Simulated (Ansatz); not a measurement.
SnS:
```xyz
4
Lattice="1.8403 -5.4483 0.0000 1.8403 5.4483 0.0000 0.0000 0.0000 5.5722" Properties=species:S:1:pos:R:3 pbc="T T T"
Sn     1.8403     3.8926     4.1792
Sn     1.8403    -3.8926     1.3931
S      1.8403    -3.3437     4.1792
S      1.8403     3.3437     1.3931
```

Relaxed with LDA.

Q: Map the electron localisation function on the plane through (0.143, 0.857, 0.750) spanned by u = [1, 1, 0] and v = [1, -1, 0] in lattice vectors, from the program Ansatz at the LDA level (PAW).

A: x is the fraction of u, y of v (the angle between them is 90°; rows are the nearest grid lines); atoms in the plane: Sn at (0.00, 0.00), Sn at (0.50, 0.50), S at (0.00, 0.66), S at (0.50, 0.16).
```
|   .---::.::---.   |
|..:=+++-...-+++=:..|
|==+++**-. .-**+++==|
|####*+-.   .-+*####|
|...             ...|
|%%#*+-.     .-+*#%%|
|@@@@%*=.   .=*%@@@@|
|+*%@@%#-. .-#%@@%*+|
|  +@@@#=:.:=#@@@+  |
|%@@@%*=:::::=*%@@@%|
|%%%#*-:-----:-*#%%%|
|------:     :------|
|..-===:     :===-..|
| .-**+++===+++**-. |
| .-*##**+++**##*-. |
|   ..::-----::..   |
|     .:::-:::.     |
|  .=*%@@@@@@@%*=.  |
|  :*%@@@@@@@@@%*:  |
| .=#@@%+   +%@@#=. |
|.:-*%@@%*=*%@@%*-:.|
|---:-*#%%%%%#*-:---|
|..::--=*****=--::..|
|   .---::.::---.   |
```
Scale: ten equal steps from 0.000 (start of ' ') to 0.878 (end of '@'), in the order ' .:-=+*#%@'; x runs from 0.000 to 1.00, y from 0.000 (bottom) to 1.00 (top).

The density is the valence pseudo-density with augmentation charge, so density and ELF within about 1 Å of a nucleus are not all-electron values.

Space group Cmcm. The workflow started from a Materials Project entry (that database holds measured and hypothetical structures alike); the Crystallography Open Database files this formula in space group No. 63, but the cells were not matched. It is not the phase usual at ambient conditions (space group No. 62). Symmetry was held in the LDA relaxation; its stability against distortions is not shown here. A crystal of weakly bound layers computed without a dispersion correction: the cell and the soft elastic constants depend strongly on that. Scalar-relativistic: spin–orbit coupling is off unless named, which matters more the heavier the elements.

Potentials: the later of the program's two PAW sets.
